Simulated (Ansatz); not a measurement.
NbAsO$_{5}$, a known structure type with other elements, at an estimated volume

```yaml
crystal:
  lattice:
    - [6.51187, 0.00000, 0.00000]
    - [0.00000, 6.51187, 0.00000]
    - [0.00000, 0.00000, 4.18018]
  atoms:
    - { symbol: Nb, position: [0.25000, 0.25000, 0.78180] }
    - { symbol: Nb, position: [0.75000, 0.75000, 0.21820] }
    - { symbol: O, position: [0.25000, 0.25000, 0.20580] }
    - { symbol: O, position: [0.75000, 0.75000, 0.79420] }
    - { symbol: As, position: [0.25000, 0.75000, 0.50000] }
    - { symbol: As, position: [0.75000, 0.25000, 0.50000] }
    - { symbol: O, position: [0.76940, 0.44430, 0.28660] }
    - { symbol: O, position: [0.05570, 0.76940, 0.28660] }
    - { symbol: O, position: [0.73060, 0.05570, 0.28660] }
    - { symbol: O, position: [0.44430, 0.73060, 0.28660] }
    - { symbol: O, position: [0.23060, 0.55570, 0.71340] }
    - { symbol: O, position: [0.94430, 0.23060, 0.71340] }
    - { symbol: O, position: [0.26940, 0.94430, 0.71340] }
    - { symbol: O, position: [0.55570, 0.26940, 0.71340] }
```

The numbers come from plane-wave PAW DFT (Ansatz): PBE, no spin polarisation, 420 eV, 4×4×6 Γ-centred k points, methfessel-paxton occupations (width 0.0544 eV). Nothing was relaxed.

Q: What is the band gap?

A: The gap is 3.52 eV, indirect (the least direct gap found is 3.72 eV).

Q: Describe some of the short contacts.

A: As–O at 1.55 Å: least valence density 1.93 e/Å³ and ELF 0.68 there, a shared, covalent-like contact. Nb–O at 1.77 Å: least valence density 1.50 e/Å³ and ELF 0.35 there. Both are smooth PAW fields, read partly inside the augmentation spheres.

Q: What does the stress say?

A: The pressure is 27.3 GPa (compression positive), so with the atoms held at these fractions the cell would first expand; the forces are large, so a full relaxation may end otherwise.

Q: Which element gives electrons and which takes them?

A: Bader charges in e: Nb +2.80, As +3.11, O -1.23 to -1.00. In the mean As gives up most and O takes most.

Q: Which orbitals make up the band edges?

A: Within 0.7 eV of the edges, the states project mainly on O p (97 %) below the gap and on Nb d (71 %) and O p (22 %) above it.

Origin: a known structure type with other elements, at an estimated volume, so it need not be a known compound. Caveats: atoms or cell far from equilibrium.
